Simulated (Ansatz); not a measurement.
Mg (hcp, Mg type)

```
CELL_PARAMETERS angstrom
      3.18616     0.00000     0.00000
     -1.59308     2.75930     0.00000
      0.00000     0.00000     5.22349
ATOMIC_POSITIONS crystal
  Mg 0.33333 0.66667 0.75000
  Mg 0.66667 0.33333 0.25000
```

The slice is a (-1 1 0 2) plane (indices of the conventional cell) through the point (0.667, 0.333, 0.250) (fractional), spanned by u = [110] and v = [1 -1 1] in vectors of this cell: u (3.19 Å) and v (7.60 Å, at 90° to u). It covers one period; positions are fractions (u, v).

All values below come from PBE (plane waves to 420 eV, PAW, scalar-relativistic; Ansatz, a quantum-chemistry and plane-wave program). k mesh 17×17×9. These are valence fields of a PAW run, semicore shells included where kept as valence: close to a nucleus they are smooth pseudo fields. Mg was relaxed with its symmetry unable to fall. The PAW data are Ansatz's earlier set.

**Question.** What is the ELF at the midpoint of the shortest Mg–Mg line in this plane (3.19 Å)?

**Answer.** 0.6.

**Question.** What is the valence density on the shortest Mg–Mg line in this plane (3.19 Å), at its midpoint?

**Answer.** 0.10 e/Å³.

**Question.** The ELF has a maximum in the middle third of the Mg–Mg line. Where, and how high?

**Answer.** 0.59, 1.6 Å from Mg.

**Question.** Predict the map of the electrostatic potential energy of an electron, from the cell's mean on the slice.

**Answer.** 
| v \ u | 0.00 | 0.15 | 0.31 | 0.46 | 0.62 | 0.77 | 0.92 |
|---|---|---|---|---|---|---|---|
| 0.88 | x | 0.7 | 4.8 | 6.8 | 6.2 | 2.8 | x |
| 0.75 | 4.6 | 5.4 | 6.7 | 7.4 | 7.2 | 6.1 | 4.8 |
| 0.62 | x | x | 2.7 | 6.1 | 5.0 | -0.5 | x |
| 0.50 | x | 0.1 | 4.4 | 6.5 | 5.8 | 2.3 | x |
| 0.38 | 6.8 | 6.5 | 5.3 | 4.3 | 4.7 | 6.0 | 6.8 |
| 0.25 | 7.4 | 7.0 | 5.7 | 4.7 | 5.1 | 6.4 | 7.3 |
| 0.12 | x | 0.7 | 4.7 | 6.6 | 6.0 | 2.7 | x |
| 0.00 | x | x | x | 4.9 | 2.9 | x | x |

Values: electrostatic potential energy of an electron, from the cell's mean, in eV. Points within 1 Å of a nucleus are blanked (x), as the pseudised field means little there. The zero, the cell's mean, hangs on the PAW cores.
